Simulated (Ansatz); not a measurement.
# Property card for Cl

Cl:
```
Cl
1.0
    3.09377    -1.85671     0.00000
    3.09377     1.85671     0.00000
    0.00000     0.00000     7.79390
Cl
4
Direct
  0.86242   0.13758   0.61348
  0.13758   0.86242   0.38652
  0.63758   0.36242   0.11348
  0.36242   0.63758   0.88652
```

Space group Cmce (No. 64), molecular I2 type; conventional cell a = 6.188 Å, b = 3.713 Å, c = 7.794 Å, α = 90.00°, β = 90.00°, γ = 90.00°.

Method: DFT-LDA in the program Ansatz with PAW potentials. Structure relaxed to zero pressure with the same functional. Other levels are named where they apply.

**Cell and energy**

| Quantity | Result |
|---|---|
| Volume per atom | 22.38 Å³ |
| Density | 2.63 g/cm³ |

**Electronic structure**

| Quantity | Value |
|---|---|
| Band gap | 1.86 eV (smallest direct gap 1.87 eV) |
| Valence-band maximum | at Γ |
| Conduction-band minimum | on the Δ0–Γ line, 87 % of the way from Δ0 (k = -0.047, 0.042, 0.000) (2 equivalent valleys) |

**Mechanics**

| Quantity | Value |
|---|---|
| Bulk modulus (Birch–Murnaghan fit) | 16.7 GPa |
| Pressure derivative B′ | 8.0 |
| Elastic constants (relaxed ions, GPa) | C11 = 22.9, C22 = 34.5, C33 = 65.0, C12 = 8.4, C13 = 1.7, C23 = 30.2, C44 = 34.2, C55 = 3.7, C66 = 7.9 |
| Mechanical stability | stable (all eigenvalues of C positive) |
| Hill bulk and shear moduli | 19.7 and 11.2 GPa |
| Young's modulus | 28.2 GPa |
| Poisson's ratio | 0.26 |
| Debye temperature from the elastic constants | 242 K |

Symmetry was held in the LDA relaxation. The substance is a gas or liquid at ambient conditions; this is its low-temperature solid. The volume lies over 15 % below that of the usual cell of this phase: another minimum, or an error of the functional. A crystal of weakly bound molecules computed without a dispersion correction: the cell and the soft elastic constants depend strongly on that.

Potentials: the later of the program's two PAW sets.
